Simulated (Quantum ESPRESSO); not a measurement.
## Band energies of SiC

```
CELL_PARAMETERS angstrom
      3.07569     0.00000     0.00000
     -1.53785     2.66363     0.00000
      0.00000     0.00000    10.07065
ATOMIC_POSITIONS crystal
  C  0.66667 0.33333 0.74980
  C  0.33333 0.66667 0.24980
  C  0.00000 0.00000 0.50046
  C  0.00000 0.00000 0.00046
  Si 0.66667 0.33333 0.93784
  Si 0.33333 0.66667 0.43784
  Si 0.00000 0.00000 0.68789
  Si 0.00000 0.00000 0.18789
```

norm-conserving PBEsol (Quantum ESPRESSO, 82 Ry, no spin-orbit coupling); path ΓMKΓALHA,LM,KH; energies in eV from the valence-band maximum.

```csv
k (1/Å),point,band 12,band 13,band 14,band 15,band 16,band 17,band 18,band 19
0.00,Γ,-0.59,-0.59,-0.05,0.00,0.00,5.04,5.62,6.26
0.20,,-0.87,-0.76,-0.46,-0.14,-0.05,5.38,5.92,6.14
0.59,,-2.47,-1.68,-1.64,-0.85,-0.55,3.68,4.20,4.98
0.98,,-2.38,-2.33,-2.30,-1.62,-1.06,2.36,2.44,4.16
1.18,M,-2.42,-2.39,-2.24,-1.60,-1.13,2.11,2.24,4.12
1.63,,-4.39,-3.34,-3.23,-2.24,-1.78,3.42,4.08,4.61
1.86,K,-4.43,-4.04,-2.91,-2.91,-1.69,3.86,3.86,5.11
2.03,,-4.36,-3.91,-2.75,-2.69,-1.76,3.62,4.04,4.95
2.37,,-2.94,-2.74,-2.39,-2.32,-1.51,3.90,4.73,4.81
2.54,,-2.90,-2.53,-2.10,-1.58,-0.95,4.60,4.83,5.20
2.88,,-1.54,-1.26,-0.77,-0.34,-0.27,5.51,5.69,6.09
3.22,Γ,-0.59,-0.59,-0.05,0.00,0.00,5.04,5.62,6.26
3.22,A,-1.05,-0.21,-0.21,-0.21,-0.21,5.25,5.25,6.71
3.56,,-1.59,-1.00,-1.00,-0.47,-0.47,5.13,5.13,6.34
3.90,,-2.45,-1.40,-1.40,-1.08,-1.08,3.50,3.50,5.18
4.23,,-2.98,-2.23,-2.23,-1.51,-1.51,2.63,2.63,4.24
4.40,L,-3.05,-2.54,-2.54,-1.57,-1.57,2.53,2.53,4.11
4.74,,-3.69,-3.26,-3.26,-2.07,-2.07,3.42,3.42,5.40
5.08,H,-5.09,-2.78,-2.78,-2.48,-2.48,3.12,3.12,6.62
5.23,,-4.82,-3.12,-3.12,-2.18,-2.18,3.26,3.26,6.22
5.54,,-4.07,-3.25,-3.25,-1.41,-1.41,4.20,4.20,5.43
5.84,,-2.51,-1.83,-1.83,-0.98,-0.98,4.99,4.99,5.55
6.14,,-1.46,-0.86,-0.86,-0.49,-0.49,5.69,5.69,6.02
6.29,,-1.19,-0.43,-0.43,-0.27,-0.27,5.50,5.50,6.50
6.44,A,-1.05,-0.21,-0.21,-0.21,-0.21,5.25,5.25,6.71
6.44,L,-3.05,-2.54,-2.54,-1.57,-1.57,2.53,2.53,4.11
6.76,M,-2.42,-2.39,-2.24,-1.60,-1.13,2.11,2.24,4.12
6.76,K,-4.43,-4.04,-2.91,-2.91,-1.69,3.86,3.86,5.11
7.07,H,-5.09,-2.78,-2.78,-2.48,-2.48,3.12,3.12,6.62
```

The PBEsol gap is indirect, 2.11 eV, from Γ to M; the smallest direct gap is 3.25 eV.

Geometry of the Materials Project entry, not relaxed at this level.
